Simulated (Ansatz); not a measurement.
Relaxation of a generated cell, Rh placed in the omega structure type; 3 atoms in the cell, which starts as P6/mmm (No. 191), hP3; a = b = 4.261 Å, c = 2.591 Å, α = β = 90.00°, γ = 120.00°. Method: PBE (plane waves to 420 eV, PAW, scalar-relativistic; Ansatz, an electronic-structure program). Γ-centred k-mesh 9×9×12 on the run's cell (coarser than for final values), Fermi–Dirac smearing 0.05 eV. This is the first round of the run. 

The optimiser's lines from the output (shortened; P is positive under compression):

```
relax step   1: F+E_penalty+E_count = -19208.02030488 eV  Δ(F+E_penalty+E_count) = +0.000e0 eV  max|allowed force component| = 5.262e-17 eV/Å  Δτ_max = 0.0000 Å  P = +17.182 GPa  Ω = 40.742 Å³  (7 SCF iters, dr2 threshold 1.00e-7 eV, accepted)
relax step   2: F+E_penalty+E_count = -19208.09178089 eV  Δ(F+E_penalty+E_count) = -7.148e-2 eV  max|allowed force component| = 2.159e-17 eV/Å  Δτ_max = 0.0000 Å  P = -9.195 GPa  Ω = 45.229 Å³  (6 SCF iters, dr2 threshold 3.00e-7 eV, accepted)
relax step   3: F+E_penalty+E_count = -19208.14911622 eV  Δ(F+E_penalty+E_count) = -5.734e-2 eV  max|allowed force component| = 4.751e-17 eV/Å  Δτ_max = 0.0000 Å  P = -1.282 GPa  Ω = 43.565 Å³  (6 SCF iters, dr2 threshold 3.00e-7 eV, accepted)
relax step   4: F+E_penalty+E_count = -19208.15026710 eV  Δ(F+E_penalty+E_count) = -1.151e-3 eV  max|allowed force component| = 5.036e-17 eV/Å  Δτ_max = 0.0000 Å  P = +0.121 GPa  Ω = 43.307 Å³  (6 SCF iters, dr2 threshold 3.00e-7 eV, accepted)
relax step   5: F+E_penalty+E_count = -19208.15025738 eV  Δ(F+E_penalty+E_count) = +9.724e-6 eV  max|allowed force component| = 5.113e-17 eV/Å  Δτ_max = 0.0000 Å  P = -0.002 GPa  Ω = 43.330 Å³  (7 SCF iters, dr2 threshold 4.86e-8 eV, accepted)
relax step   6: F+E_penalty+E_count = -19208.15230927 eV  Δ(F+E_penalty+E_count) = -2.052e-3 eV  max|allowed force component| = 4.901e-17 eV/Å  Δτ_max = 0.0000 Å  P = -0.016 GPa  Ω = 43.330 Å³  stress off target by 1.89e-2 GPa  SCF on the basis re-selected at this cell (its energy is not comparable with the rows above)  (8 SCF iters)
```

From the first to the last row the energy changes by -0.04 eV/atom and the volume by +6.4 %. The last row is marked as not comparable with the walk above it, whose basis was carried along; it does compare with step 1, since both stand on a basis selected at the nominal cutoff for their own cell.

Later rounds, restarted from the end of this one on a renewed k-mesh, logged 4 more steps and released under 0.01 eV/atom more. The final structure after all rounds: P6/mmm (No. 191), hP3; a = 4.3379 Å, b = 4.3379 Å, c = 2.6588 Å, α = 90.00°, β = 90.00°, γ = 120.00°. Between re-selections the logged energies stand on a plane-wave basis carried along with the cell. No spin polarisation in the result.

The run could not lose the symmetry of its start: the end is stationary, and may be a saddle point rather than a minimum.

All atoms sit on sites fixed by symmetry, so only the cell could relax.

The relaxed structure here is a generated cell of Rh: the first start was made by placing the elements on the sites of a structure type, and the end was not matched to a known phase here, so it may be hypothetical. Known forms of Rh include space group No. 225.
